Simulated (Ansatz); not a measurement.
MgO (rock salt, space group No. 225), a = 4.2142 Å, b = 4.2142 Å, c = 4.2142 Å, α = 90.00°, β = 90.00°, γ = 90.00°; the cell used has 2 atoms.

Relaxed with PBEsol. PBEsol in the plane-wave PAW code Ansatz gives a gap of 4.62 eV.

Problem. What gap does HSE06 give on the same cell (Ansatz, PAW)?

Solution. 6.47 eV, 1.85 eV more. The hybrid was solved on a coarser mesh and at special points; its gap is the smallest among all of these.

```json
[
 {"k": "Γ", "v1 PBEsol": "0.00", "c1 PBEsol": "4.62", "v1 HSE06": "0.00", "c1 HSE06": "6.47"},
 {"k": "X", "v1 PBEsol": "-1.35", "c1 PBEsol": "8.95", "v1 HSE06": "…", "c1 HSE06": "…"},
 {"k": "L", "v1 PBEsol": "-0.66", "c1 PBEsol": "7.74", "v1 HSE06": "…", "c1 HSE06": "…"},
 {"k": "W", "v1 PBEsol": "-1.79", "c1 PBEsol": "11.50", "v1 HSE06": "…", "c1 HSE06": "…"},
 {"k": "K", "v1 PBEsol": "-1.15", "c1 PBEsol": "9.94", "v1 HSE06": "…", "c1 HSE06": "…"}
]
```

Problem. Top valence (v1) and lowest conduction level (c1) in eV from each method's valence maximum (which need not be a listed point): supply the withheld HSE06 values.

Solution. 
- X, v1 HSE06: -1.46
- X, c1 HSE06: 10.87
- W, v1 HSE06: -1.89
- W, c1 HSE06: 13.66
- L, v1 HSE06: -0.71
- L, c1 HSE06: 9.69
- K, v1 HSE06: -1.24
- K, c1 HSE06: 11.94

Cost on shared cores: the PBEsol run (SCF on a 11×11×11 mesh, then bands and DOS) roughly 3 core-seconds, the HSE06 run (SCF on 8×8×8, then a few points) about 23 core-seconds (a rough figure); the tasks are unlike.

Space group Fm-3m (rock salt). Symmetry was held in the PBEsol relaxation; phonons on a q-mesh show no instability.

Potentials: the later of the program's two PAW sets.
